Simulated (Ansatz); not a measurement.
**Calculation log, YTe (Fm-3m) (bands, slopes and optics on a fine k mesh)**

Level of theory: r²SCAN, PAW on Ansatz 0.2.0's default frozen-core files (fitted under PBE), scalar-relativistic.

Cell and atoms were relaxed beforehand by PAW with this functional.

Command:

```sh
ansatz run input.yaml --threads 1 --pin off --max-ram 3072MiB --backend cpu --events-out ev --progress --plain --runs-dir out
```

Input file:

```yaml
crystal:
  lattice:
    - [0.0, 3.0823603599, 3.0823603599]
    - [3.0823603599, 0.0, 3.0823603599]
    - [3.0823603599, 3.0823603599, 0.0]
  atoms:
    - { symbol: "Y", position: [0.5, 0.5, 0.5] }
    - { symbol: Te, position: [0.0, 0.0, 0.0] }
kpoints:
  mp_grid: { grid: [10, 10, 10] }
scf:
  occupations: { method: fermi_dirac, width: 0.05 }
hamiltonian:
  xc: r2scan
  pseudopotentials: { kind: paw }
output:
  forces: true
  stress: true
  eigenvalues: true
  eigenstates:
    nscf_kmesh: { grid: [16, 16, 16] }
    de_dk: true
    e_range: [-14, 14]
  optics:
    e_range: [0, 30]
    de: 0.2
    sigma: 0.1
    bands: { spectra_wanted_up_to: 30 }
    nscf_kmesh: { grid: [16, 16, 16] }
    drude_damping: 0.2
checkpoint:
  write: ck
  write_wavefunctions: false
```

Output:

```
Warning: RAYON_NUM_THREADS=1 ignored (pool sized by the plan → 1); use --threads N
Engine: ansatz 0.2.0, x86_64-unknown-linux-gnu
Pseudopotentials: kind: paw
Pseudopotential: Y, paw, valence charge 11, recommended cutoff 500 eV (meta_gga), Y.paw.azcp
Pseudopotential: Te, paw, valence charge 16, recommended cutoff 500 eV (meta_gga), Te.paw.azcp
Functional definition: r2SCAN
  parameter k0 = 0.174
  parameter k1 = 0.065
  parameter a1 = 4.9479
  exchange = r2scan_x(k0 = k0, k1 = k1, a1 = a1)
  correlation = r2scan_c
Crystal: 2 atoms, lattice volume = 58.571 Å³
Basis set: ecut = 500 eV, 1459 PW (Γ), exchange–correlation on 128×128×128 points (64 copies of the dense FFT grid, shifted against one another)
Bands: 18, of which v1, the nominal top of the filled ones, is band 14 counted from 1 (13 counted from 0)
Symmetry: 48 space group operations
Space group: Fm-3m (ITA 225), of the structure as read, at distance tolerance 3.9e-5 Å
k-points: 47 of 1000
Non-local potential: Y, projectors of the file, l = 0: 3, l = 1: 2, l = 2: 2, l = 3: 1
Non-local potential: Te, projectors of the file, l = 0: 2, l = 1: 2, l = 2: 2, l = 3: 2
PAW form: soft (Blöchl's): semilocal exchange-correlation on the pseudo side does not see the compensation charge
PAW frozen core: Y, regenerated for the run's functional (the file was generated under x = pbe(κ = 0.804, μ = 0.2195149727645171), c = pbe(β = 0.06672455060314922))
PAW frozen core: Te, regenerated for the run's functional (the file was generated under x = pbe(κ = 0.804, μ = 0.2195149727645171), c = pbe(β = 0.06672455060314922))
PAW one-centre angular grid: Y, 590 points (default); XC on 160 Gauss nodes
PAW one-centre angular grid: Te, 590 points (default); XC on 160 Gauss nodes
Initial density: superposition of atomic densities (neutral atoms: chi_scale 0, normalization atom), corrected by the library's trained network
Initial wavefunctions: pseudopotential atomic-orbital guess
[... 9 lines left out ...]
SCF iter   7: F=—  HF=-10857.610806 eV  |F-HF|=—  |Δ(HF+E_count)|=   1.31e-8  Δρ=8.43e-7  dr2=2.33e-10  dr2_τ=1.60e-11  ethr=4.18e-11  ⟨swp⟩=2.1  Hψ=1593  notcnv=0  defer=106
SCF iter   8: F=-10857.610806 eV  HF=-10857.610806 eV  |F-HF|=3.64e-12  |Δ(HF+E_count)|=  3.13e-10  Δρ=8.53e-8  dr2=7.20e-12  dr2_τ=2.96e-13  ethr=1.00e-12  ⟨swp⟩=9.8  Hψ=5883  notcnv=0
SCF 1 converged in 8 iterations: F = -10857.610806 eV  dr2 = 7.20e-12
  greatest PAW one-centre occupation: 0.997 electrons in one spin orbital (limit 2), on the Te atom at site 1 (counted from 0), in its partial waves of l = 2
NSCF: frozen V_eff on 145 k-points
NSCF: frozen V_eff on 145 k-points
output.optics: what the bands over the 61 summed would add to eps1, eps2 and the energy-loss function is held between a lower and an upper bound (5 Lanczos steps). eps1, eps2 and their loss function (loss_summed_bands) are given ...
SCF converged after 8 iterations
Free energy (F): -10857.610806 eV
Harris-Foulkes:  -10857.610806 eV  (|F-HF|=3.64e-12)
Internal energy: -10857.601923 eV  (E = F + TS)
E sigma→0 (E₀):  -10857.606365 eV
Entropy (-TS):   -0.008883 eV (-4.442 meV/atom)
Fermi energy:    12.145671 eV
--- Per-component energies (eV) ---
  E_band       = -359.588088
  E_kinetic    = 487.184998
  E_local      = -1781.254535  (includes V_loc(G=0)·N_el)
  E_nonlocal   = -260.098795
  E_hartree    = 976.959091
  E_xc         = -284.713543
  E_vxc        = -335.357706  (∫ρ·V_xc dr)
  E_paw        = -7529.097410  (= ΣΔE_a)
  E_vpaw       = -442.674950  (= ΣTr[D̂ρ^β])
  E_aug_tail   = -0.000036  (compensation charges beyond the density's cutoff)
  E_vtau       = 18.694804  (kinetic-family band-sum trace: ∫τ·v_τ [+ j·A + Jᵃ·Aᵃ] dr)
  E_ewald      = -2466.712596
  E_core_change = 0.130902  (= ΣΔE_core)
  E_smearing   = -0.008883  (= −TS)
  E_closure    = 0.000000  (closes the sum)
  Σ components = -10857.610806   (vs F -10857.610806, Δ=0.00e0)
--- Forces (eV/Å), atoms counted from 1 ---
  atom   1  Y      0.00000000    -0.00000000     0.00000000
  atom   2  Te    -0.00000000    -0.00000000    -0.00000000
  max |Σ_I F_I| component: 3.81e-29 eV/Å
--- Stress (GPa, compression-positive) ---
        0.017909       0.000000      -0.000000
        0.000000       0.017909       0.000000
        0.000000       0.000000       0.017909
  P = ⅓ Tr σ = 0.0179 GPa (0.179 kbar)
--- Fermi surface from the table of eigenstates, both spin states counted (twice the sheets' area in a run without spin) ---
  How far the three rows differ hints at the mesh's error and does not bound it.
  reading                E - E_F (eV)   area (Å⁻²)  resistivity times mean free path along x, y, z (Ω·m²), under one mean free path over the surface
  by tetrahedra               -0.0120       25.230  1.2117e-15  1.2117e-15  1.2117e-15
  by the states' slopes       -0.0294       23.648  1.2928e-15  1.2928e-15  1.2928e-15
  on every second point        0.0057       24.511  1.2473e-15  1.2473e-15  1.2473e-15
```

The calculation finished and met its thresholds.

Head of optics.tsv:

```
# E[eV]	eps2_interband_xx	eps2_interband_yy	eps2_interband_zz	eps2_interband_xy	eps2_interband_xz	eps2_interband_yz	eps1_interband_xx	eps1_interband_yy	eps1_interband_zz	
# format = ansatz-optics/6
# intraband_term = drude
# n_periodic_directions = 3
# eps1_interband_at_0(xx yy zz xy xz yz) = 80.648315 80.648315 80.648315 -0.000000 0.000000 -0.000000
# eps1_interband_at_0_completed(xx yy zz) = 80.660494 80.660494 80.660494
# k_sum = mesh_cells
# eps2_relative_error = 0.0025
# drude_weight_relative_error = 0.0061
# eps1_interband_at_0_relative_error = 0.0110
# f_sum_interband_n_eff(xx yy zz) = 24.964027 24.964027 24.964027
# f_sum_interband_n_eff_momentum_only(xx yy zz) = 14.113798 14.113798 14.113798
# fermi_ev = 12.120866
# fermi_mp_grid = 16 16 16
# fermi_mp_shift = 0 0 0
# occupation_method = fermi_dirac
# smearing_width_ev = 5e-2
# drude_damping_ev = 2e-1
# drude_plasma_energy_squared_ev2(xx yy zz xy xz yz) = 33.711487 33.711487 33.711487 -0.000000 0.000000 0.000000
# drude_plasma_energy_ev(xx yy zz) = 5.806159 5.806159 5.806159
# f_sum_intraband_n_eff(xx yy zz) = 1.432002 1.432002 1.432002
# unresolved_interband_energy_squared_ev2(xx yy zz xy xz yz) = 0.000000 0.000000 0.000000 0.000000 0.000000 0.000000
# f_sum_unresolved_interband_n_eff(xx yy zz) = 0.000000 0.000000 0.000000
# f_sum_n_eff(xx yy zz) = 26.396029 26.396029 26.396029 of n_electrons = 27.000000
# loss_f_sum_n_eff(xx yy zz) = 26.390533 26.390533 26.390533
# perfect_screening_sum(xx yy zz) = 0.999998 0.999998 0.999998
# perfect_screening_sum_on_rows(xx yy zz) = 0.999414 0.999414 0.999414
# perfect_screening_limit(xx yy zz) = 1.000000 1.000000 1.000000
# n_bands = 61
# n_bands_set_by = photon_energy
# valid_up_to_ev = 37.030488
# evaluated_top_ev = 88.000000
# all_electron_strengths = true
# band_completion = completed
# response = whole
# tolerance = 0.01
# method = lanczos_chains
# lanczos_steps = 5
# chains_run = together
# ended_by = wanted_rows_settled
# boundable_up_to_ev = 36.226823
# wanted_up_to_ev = 30.000000
# change_inside_cells = 0.0002 (estimated)
# bound_at_0(xx yy zz) = bounded bounded bounded
```

Dielectric function:

Independent-particle optical response of a crystal from Kohn-Sham bands on the fine mesh with a Drude term, no local fields or excitons; Cartesian axes as in the input.

| Quantity | Value |
| --- | --- |
| Fine mesh | 16, 16, 16 |
| Line width | 0.1 eV |
| Drude damping | 0.2 eV |

```tsv
photon energy (eV)	dielectric real xx	dielectric imag xx
1.2	-16.12	5.6
2.4	0.484	2.136
3.6	5.992	4.137
4.8	4.889	8.64
6	-0.064	9.834
7.2	-0.801	6.187
8.4	-3.247	2.849
9.6	-1.816	0.965
10.8	-1.1	1.821
12	-0.32	1.655
13.2	-0.314	0.664
14.4	-0.492	0.615
15.6	-0.131	0.336
16.8	0.146	0.33
18	0.428	0.157
19.2	0.541	0.137
20.4	0.71	0.119
21.6	0.888	0.089
22.8	1.072	0.069
24	1.372	0.073
25.2	2.225	0.742
26.4	1.946	1.897
27.6	-0.917	2.603
28.8	-0.127	0.289
30	0.308	0.233
```

Fermi surface:

Fermi surface of a crystal from Kohn-Sham levels and slopes on the fine mesh, each state quadratic over its cell; bands counted from the lowest that crosses.

- Fine mesh: 16, 16, 16
- Density of states at fermi level: 0.5759 states/eV/atom
- Sommerfeld coefficient: 1.357 mJ/(mol-atom K²)
- Plasma energy (x, y, z): 5.795, 5.795, 5.795 eV
- Fermi speed weighted by states: 0.7571 ×10⁶ m/s
- Fermi surface area mean of spins: 12.15 Å⁻²
- By tetrahedra resistivity times free path: 12.12, 12.12, 12.12 ×10⁻¹⁶ Ω·m²
- Conductivity over time (x, y, z): 6.862, 6.862, 6.862 ×10²⁰ Ω⁻¹m⁻¹s⁻¹

```
band  filled part  states (states/eV/cell)  speed (×10⁶ m/s)  area (Å⁻²)
   1         0.48                   0.9593            0.8321       11.13
   2         0.01                    0.119            0.3541      0.5875
   3         0.01                  0.07347              0.43      0.4404
```

Optical constants:

Normal incidence from vacuum, light polarised along x.

| Quantity | Value |
| --- | --- |
| Fine mesh | 16, 16, 16 |
| Line width | 0.1 eV |
| Drude damping | 0.2 eV |

| photon energy (eV) | refractive index | extinction | reflectivity | loss function | absorption (×10⁵ cm⁻¹) |
| --- | --- | --- | --- | --- | --- |
| 0.6 | 1.717 | 9.101 | 0.9239 | 0.0042 | 5.535 |
| 1.2 | 0.687 | 4.073 | 0.8586 | 0.0192 | 4.954 |
| 1.8 | 0.878 | 2.088 | 0.5547 | 0.1392 | 3.81 |
| 2.4 | 1.156 | 0.924 | 0.1594 | 0.4453 | 2.246 |
| 3 | 2.218 | 0.378 | 0.1549 | 0.0655 | 1.15 |
| 3.6 | 2.576 | 0.803 | 0.2329 | 0.078 | 2.93 |
| 4.2 | 2.875 | 1.052 | 0.2867 | 0.0688 | 4.478 |
| 4.8 | 2.722 | 1.587 | 0.335 | 0.0877 | 7.722 |
| 5.4 | 2.505 | 1.8 | 0.3546 | 0.0996 | 9.853 |
| 6 | 2.21 | 2.225 | 0.4204 | 0.1017 | 13.53 |
| 6.6 | 1.677 | 1.972 | 0.3931 | 0.1473 | 13.19 |
| 7.2 | 1.649 | 1.876 | 0.374 | 0.159 | 13.69 |
| 7.8 | 1.53 | 2.471 | 0.5105 | 0.106 | 19.53 |
| 8.4 | 0.732 | 1.945 | 0.5682 | 0.1527 | 16.56 |
| 9 | 0.751 | 1.897 | 0.5491 | 0.1645 | 17.3 |
| 9.6 | 0.347 | 1.391 | 0.6302 | 0.2281 | 13.54 |
| 10.2 | 0.664 | 1.016 | 0.3014 | 0.6217 | 10.51 |
| 10.8 | 0.717 | 1.27 | 0.3714 | 0.4023 | 13.9 |
| 11.4 | 0.624 | 0.994 | 0.3119 | 0.6535 | 11.49 |
| 12 | 0.826 | 1.002 | 0.2382 | 0.5824 | 12.18 |
| 12.6 | 0.475 | 1.105 | 0.4404 | 0.5018 | 14.11 |
| 13.2 | 0.458 | 0.724 | 0.3084 | 1.231 | 9.685 |
| 13.8 | 0.596 | 0.821 | 0.26 | 0.9228 | 11.49 |
| 14.4 | 0.385 | 0.8 | 0.3983 | 0.9917 | 11.67 |
| 15 | 0.416 | 0.596 | 0.2947 | 1.778 | 9.056 |
| 15.6 | 0.339 | 0.496 | 0.3348 | 2.582 | 7.84 |
| 16.2 | 0.429 | 0.275 | 0.1898 | 3.504 | 4.509 |
| 16.8 | 0.504 | 0.328 | 0.1494 | 2.533 | 5.583 |
| 17.4 | 0.536 | 0.168 | 0.1019 | 1.805 | 2.954 |
| 18 | 0.665 | 0.118 | 0.0454 | 0.7574 | 2.158 |
| 18.6 | 0.706 | 0.12 | 0.0345 | 0.6428 | 2.253 |
| 19.2 | 0.741 | 0.093 | 0.0248 | 0.4404 | 1.801 |
| 19.8 | 0.813 | 0.067 | 0.012 | 0.2467 | 1.348 |
| 20.4 | 0.845 | 0.07 | 0.0085 | 0.2292 | 1.451 |
| 21 | 0.903 | 0.055 | 0.0034 | 0.1478 | 1.166 |
| 21.6 | 0.943 | 0.047 | 0.0014 | 0.1123 | 1.038 |
| 22.2 | 0.986 | 0.043 | 0.0005 | 0.0884 | 0.959 |
| 22.8 | 1.036 | 0.033 | 0.0006 | 0.0598 | 0.77 |
| 23.4 | 1.099 | 0.031 | 0.0024 | 0.0473 | 0.745 |
| 24 | 1.172 | 0.031 | 0.0065 | 0.0385 | 0.754 |
| 24.6 | 1.298 | 0.027 | 0.017 | 0.0248 | 0.677 |
| 25.2 | 1.512 | 0.246 | 0.0506 | 0.135 | 6.272 |
| 25.8 | 1.48 | 0.413 | 0.0634 | 0.2194 | 10.8 |
| 26.4 | 1.527 | 0.621 | 0.098 | 0.2569 | 16.62 |
| 27 | 1.36 | 1.144 | 0.2091 | 0.312 | 31.31 |
| 27.6 | 0.96 | 1.356 | 0.3239 | 0.3418 | 37.93 |
| 28.2 | 0.568 | 0.816 | 0.2729 | 0.9485 | 23.33 |
| 28.8 | 0.307 | 0.47 | 0.363 | 2.9 | 13.73 |
| 29.4 | 0.522 | 0.312 | 0.1351 | 2.382 | 9.311 |
| 30 | 0.589 | 0.198 | 0.081 | 1.562 | 6.014 |

Keep in mind: frozen-core PAW files fitted under PBE, their cores solved anew for the functional of the run; these sums move with the mesh, by several per cent and more for small sheets.

It took 2.3 min on 1 thread of Intel(R) Xeon(R) Platinum 8488C (Sapphire Rapids), with other jobs on the host, peak memory 1.5 GiB.
